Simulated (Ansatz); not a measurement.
In PBE in the plane-wave PAW code Ansatz, FeNi3 in the Cu3Au type structure (Pm-3m) relaxes to a = 3.544 Å. Fe has 12 nearest neighbours from 2.51 Å (cuboctahedral); Ni has 12 nearest neighbours from 2.51 Å (cuboctahedral). Against the elements it lies at -0.090 eV/atom, with no fitted shifts.

Electronic character: metallic (no gap). The magnetic state found is ferromagnetic. The net moment is 1.20 μB per atom.

The bulk modulus is 196 GPa. The relaxed-ion elastic constants in GPa are C11 = 276, C12 = 155, C44 = 132. The elastic constants imply a Debye temperature near 497 K. Bader charges are Fe +0.41, Ni -0.14 e.

Symmetry was held in the PBE relaxation. The final state is ferromagnetic, chosen from 5 collinear starts compared on coarse meshes (ties went to the first, and starts can fall back to one state), not a proven ground state. Textbook magnetic order: ferromagnetic. As this level gives no gap, shear constants depend on the k-mesh and smearing (Fermi–Dirac, 0.1 eV here). The references are the lowest solids computed at this level, not always the standard phases.

Potentials: the later of the program's two PAW sets.
